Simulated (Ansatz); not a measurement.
Suppose Al3BAs2 takes space group P-4m2 (No. 115), with Al on 2g and 1b; B on 1d; As on 2f.

Method: DFT PBE, scalar-relativistic, plane waves, PAW in Ansatz. Cutoff 420 eV, Γ-centred mesh, Gaussian smearing, no spin polarisation.

Formation energies are uncorrected and refer to the elements' standard structures at the same level.

**Question.** Give the relaxed lattice parameters and positions.

**Answer.**

Space group P-4m2 (No. 115). a = 3.873 Å, b = 3.873 Å, c = 9.511 Å, α = 90.00°, β = 90.00°, γ = 90.00°
```json
{"atom": "Al", "site": "2g", "symmetry": "2mm.", "x": "0.0000", "y": "0.5000", "z": "0.5927"}
{"atom": "Al", "site": "1b", "symmetry": "-4m2", "x": "0.5000", "y": "0.5000", "z": "0.0000"}
{"atom": "B", "site": "1d", "symmetry": "-4m2", "x": "0.0000", "y": "0.0000", "z": "0.5000"}
{"atom": "As", "site": "2f", "symmetry": "2mm.", "x": "0.5000", "y": "0.5000", "z": "0.7560"}
```

Al on a site of symmetry 2mm has 2 B at 2.13 Å and 2 As at 2.48 Å; Al on a site of symmetry -4m2 has 2 As at 2.32 Å; B has 4 Al at 2.13 Å; As is surrounded by 1 Al at 2.32 Å and 2 Al at 2.48 Å. Another local minimum with the same sites may exist.

**Question.** Where does its energy lie, and is it a metal?

**Answer.** The energy over the elements is +0.45 eV/atom and the gap on the 10×10×4 mesh of the 6-atom cell is 0 eV (a metal). A positive value: parting into the elements would lower its energy.

The last run used Gaussian smearing of 0.10 eV. The reference form of As is held partly by dispersion forces, which this level lacks. A structure relaxed within its symmetry needn't be a true minimum. Another cell of Al3BAs2 relaxed alike, in P-3m1, lies 0.39 eV/atom lower, so this cell isn't the stable form at this level.
